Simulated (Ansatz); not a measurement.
# Calculated quadrupolar parameters for SrHgGeSe4

The cell is a measured structure from the Crystallography Open Database (COD), its atoms then relaxed with PBE in this cell.

Space group Ama2 (No. 40); a = 10.8375, b = 10.7456, c = 6.6377 Å.

| site | Wyckoff | site symmetry | x | y | z |
| --- | --- | --- | --- | --- | --- |
| Sr | 4a | ..2 | 0.0000 | 0.0000 | 0.2561 |
| Ge | 4b | m.. | 0.2500 | 0.2186 | 0.7382 |
| Hg | 4b | m.. | 0.2500 | 0.8364 | 0.6918 |
| Se7 | 8c | 1 | 0.0731 | 0.7295 | 0.4533 |
| Se11 | 4b | m.. | 0.2500 | 0.4144 | 0.5586 |
| Se13 | 4b | m.. | 0.2500 | 0.0662 | 0.4839 |

One atom of each set is listed; the run and its k-mesh use a cell of 14 atoms with edges of 10.84, 6.32, 6.32 Å.

Level of theory: DFT, r2SCAN, plane waves and PAW, scalar-relativistic, 500 eV cutoff, Γ-centred 3×5×5 k-points, Fermi–Dirac smearing 0.02 eV (Ansatz 0.2.0).

Conventions: |V_zz| ≥ |V_yy| ≥ |V_xx|, η = (V_xx − V_yy)/V_zz, C_Q = eQV_zz/h.

Sr-87: I = 9/2, Q = 305.0 mb; Ge-73: I = 9/2, Q = -196.0 mb; Hg-201: I = 3/2, Q = 387.0 mb. Quadrupole moments are those of Pyykkö's year-2017 table.

```json
{"site": "Sr", "atoms": "2", "first shell": "8 Se at 3.15–3.28 Å", "V_zz (10²¹ V/m²)": "-3.18", "η": "0.96", "C_Q (MHz)": "-23.5"}
{"site": "Ge", "atoms": "2", "first shell": "4 Se at 2.35–2.42 Å", "V_zz (10²¹ V/m²)": "2.65", "η": "0.98", "C_Q (MHz)": "-12.5"}
{"site": "Hg", "atoms": "2", "first shell": "4 Se at 2.58–2.83 Å", "V_zz (10²¹ V/m²)": "-20.7", "η": "0.45", "C_Q (MHz)": "-194"}
{"site": "Se7", "atoms": "4", "first shell": "1 Ge at 2.39 Å, 1 Hg at 2.74 Å, angle 79°; also 2 Sr at 3.28 Å", "V_zz (10²¹ V/m²)": "29.3", "η": "0.83", "C_Q (MHz)": "–"}
{"site": "Se11", "atoms": "2", "first shell": "1 Ge at 2.42 Å, 1 Hg at 2.58 Å, angle 101°; also 2 Sr at 3.15 Å", "V_zz (10²¹ V/m²)": "-30.8", "η": "0.63", "C_Q (MHz)": "–"}
{"site": "Se13", "atoms": "2", "first shell": "1 Ge at 2.35 Å; also 1 Hg at 2.83 Å, 2 Sr at 3.18 Å", "V_zz (10²¹ V/m²)": "33.7", "η": "0.45", "C_Q (MHz)": "–"}
```

At Hg V_zz points along its shortest bond, to Se (within 6°). At Se11 V_zz stands upright on the plane of its two bonds (within 1°). At Se13 V_zz points along its bond to Ge (within 1°).

Se has no stable isotope with a ground-state quadrupole moment in the table, so no C_Q is given.

The largest force is 0.4 eV/Å, so the atoms aren't at the calculated equilibrium and relaxing them would move these values. Spin–orbit coupling is left out, which shifts gradients on Hg by a few per cent, and by more where contributions nearly cancel. Where η is near 1 the sign of V_zz means little.
